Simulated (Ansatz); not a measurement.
Relaxation of a relaxed Nb cell displaced along its unstable phonon at q = (½, 0, 0) of its primitive reciprocal cell (140i cm⁻¹), largest move 0.15 Å; 6 atoms in the cell, which starts as Pmmn, origin choice 1 (No. 59), oP6; a = 4.8822 Å, b = 8.4561 Å, c = 2.6692 Å, α = β = γ = 90.00°. Method: r2SCAN (plane waves to 500 eV, PAW, scalar-relativistic; Ansatz, a first-principles code). Γ-centred k-mesh 4×8×12 on the run's cell (coarser than for final values), Fermi–Dirac smearing 0.05 eV. This is the first round of the run. 

The optimiser's lines from the output (shortened; P is positive under compression):

```
relax step   1: F+E_penalty+E_count = -27380.89821591 eV  Δ(F+E_penalty+E_count) = +0.000e0 eV  max|allowed force component| = 6.242e-1 eV/Å  Δτ_max = 0.0000 Å  P = -0.330 GPa  Ω = 110.195 Å³  (7 SCF iters, dr2 threshold 1.00e-7 eV, accepted)
relax step   2: F+E_penalty+E_count = -27381.28062712 eV  Δ(F+E_penalty+E_count) = -3.824e-1 eV  max|allowed force component| = 2.179e-1 eV/Å  Δτ_max = 0.1971 Å  P = +0.797 GPa  Ω = 108.829 Å³  (7 SCF iters, dr2 threshold 6.00e-7 eV, accepted)
relax step   3: F+E_penalty+E_count = -27381.30262705 eV  Δ(F+E_penalty+E_count) = -2.200e-2 eV  max|allowed force component| = 2.283e-1 eV/Å  Δτ_max = 0.1242 Å  P = +1.088 GPa  Ω = 108.558 Å³  (8 SCF iters, dr2 threshold 6.00e-7 eV, accepted)
relax step   4: F+E_penalty+E_count = -27381.33263907 eV  Δ(F+E_penalty+E_count) = -3.001e-2 eV  max|allowed force component| = 5.339e-2 eV/Å  Δτ_max = 0.0426 Å  P = -0.567 GPa  Ω = 109.543 Å³  (7 SCF iters, dr2 threshold 6.00e-7 eV, accepted)
relax step   5: F+E_penalty+E_count = -27381.33534832 eV  Δ(F+E_penalty+E_count) = -2.709e-3 eV  max|allowed force component| = 5.355e-2 eV/Å  Δτ_max = 0.0444 Å  P = -0.089 GPa  Ω = 109.223 Å³  (7 SCF iters, dr2 threshold 6.00e-7 eV, accepted)
relax step   6: F+E_penalty+E_count = -27381.33680820 eV  Δ(F+E_penalty+E_count) = -1.460e-3 eV  max|allowed force component| = 1.315e-2 eV/Å  Δτ_max = 0.0205 Å  P = +0.308 GPa  Ω = 108.966 Å³  (7 SCF iters, dr2 threshold 1.79e-7 eV, accepted)
relax step   7: F+E_penalty+E_count = -27381.33703103 eV  Δ(F+E_penalty+E_count) = -2.228e-4 eV  max|allowed force component| = 8.221e-3 eV/Å  Δτ_max = 0.0037 Å  P = +0.035 GPa  Ω = 109.140 Å³  (5 SCF iters, dr2 threshold 3.50e-7 eV, accepted)
relax step   8: F+E_penalty+E_count = -27381.33704939 eV  Δ(F+E_penalty+E_count) = -1.836e-5 eV  max|allowed force component| = 1.378e-3 eV/Å  Δτ_max = 0.0009 Å  P = -0.010 GPa  Ω = 109.168 Å³  (6 SCF iters, dr2 threshold 2.17e-8 eV, accepted)
relax step   9: F+E_penalty+E_count = -27381.33705730 eV  Δ(F+E_penalty+E_count) = -7.910e-6 eV  max|allowed force component| = 1.644e-3 eV/Å  Δτ_max = 0.0005 Å  P = +0.014 GPa  Ω = 109.153 Å³  (6 SCF iters, dr2 threshold 1.25e-9 eV, rejected (line search))
relax step  10: F+E_penalty+E_count = -27381.33705527 eV  Δ(F+E_penalty+E_count) = -5.878e-6 eV  max|allowed force component| = 2.712e-4 eV/Å  Δτ_max = 0.0003 Å  P = +0.001 GPa  Ω = 109.161 Å³  (7 SCF iters, accepted)
relax step  11: F+E_penalty+E_count = -27381.33644395 eV  Δ(F+E_penalty+E_count) = +6.113e-4 eV  max|allowed force component| = 2.702e-4 eV/Å  Δτ_max = 0.0000 Å  P = -0.001 GPa  Ω = 109.161 Å³  stress off target by 8.55e-3 GPa  SCF on the basis re-selected at this cell (its energy is not comparable with the rows above)  (6 SCF iters)
```

From the first to the last row the energy changes by -0.07 eV/atom and the volume by -0.9 %. The last row is marked as not comparable with the walk above it, whose basis was carried along; it does compare with step 1, since both stand on a basis selected at the nominal cutoff for their own cell.

Step 9 was rejected by the optimiser.

Later rounds, restarted from the end of this one on a renewed k-mesh, logged 6 more steps and released under 0.01 eV/atom more. The final structure after all rounds: Pmmn, origin choice 1 (No. 59), oP6; a = 4.7612 Å, b = 8.3307 Å, c = 2.7526 Å, α = β = γ = 90.00°. Between re-selections the logged energies stand on a plane-wave basis carried along with the cell. No spin polarisation in the result.

The run could not lose the symmetry of its start: the end is stationary, and may be a saddle point rather than a minimum.

The relaxed structure here is a generated cell of Nb: the first start was made by placing the elements on the sites of a structure type, and the end was not matched to a known phase here, so it may be hypothetical. Known forms of Nb include space group No. 229.
